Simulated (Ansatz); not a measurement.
A geometry of AlCu away from equilibrium: the start of the relaxation of a generated cell, AlCu built in the AFLOW prototype AB_hR6_160_3a_3a (as in SiC). Method: PBE (plane waves to 420 eV, PAW, scalar-relativistic; Ansatz, a first-principles code). Γ-centred k-mesh 11×11×11 on the run's cell (coarser than for final values), Fermi–Dirac smearing 0.05 eV.

```xyz
6
Lattice="1.6894 0.9754 8.2764 -1.6894 0.9754 8.2764 0.0000 -1.9508 8.2764" Properties=species:S:1:pos:R:3 pbc="T T T"
Cu     0.0000     0.0000     0.0000
Cu     0.0000     0.0000     5.5175
Cu     0.0000     0.0000    19.3116
Al     0.0000     0.0000     2.0690
Al     0.0000     0.0000     7.5868
Al     0.0000     0.0000    21.3806
```

Problem. Give the Cartesian forces on all atoms (eV/Å).

Solution. 
```json
[
 {"atom": "Cu1", "Fx": "0.00", "Fy": "0.00", "Fz": "-0.09"},
 {"atom": "Cu2", "Fx": "0.00", "Fy": "0.00", "Fz": "-0.15"},
 {"atom": "Cu3", "Fx": "0.00", "Fy": "0.00", "Fz": "-0.04"},
 {"atom": "Al4", "Fx": "0.00", "Fy": "0.00", "Fz": "0.12"},
 {"atom": "Al5", "Fx": "0.00", "Fy": "0.00", "Fz": "0.01"},
 {"atom": "Al6", "Fx": "0.00", "Fy": "0.00", "Fz": "0.15"}
]
```

Problem. What is the pressure?

Solution. +58.2 GPa, compression positive.

Problem. How much energy per atom can still be gained by relaxing?

Solution. 1.28 eV/atom; the path ends in R3m (No. 160).

No spin polarisation in the result.

The run could not lose the symmetry of its start, so the end can be a saddle point.

The end of the path is a generated cell of AlCu: the first start was made by placing the elements on the sites of a structure type, and the end was not matched to a known phase here, so it may be hypothetical.
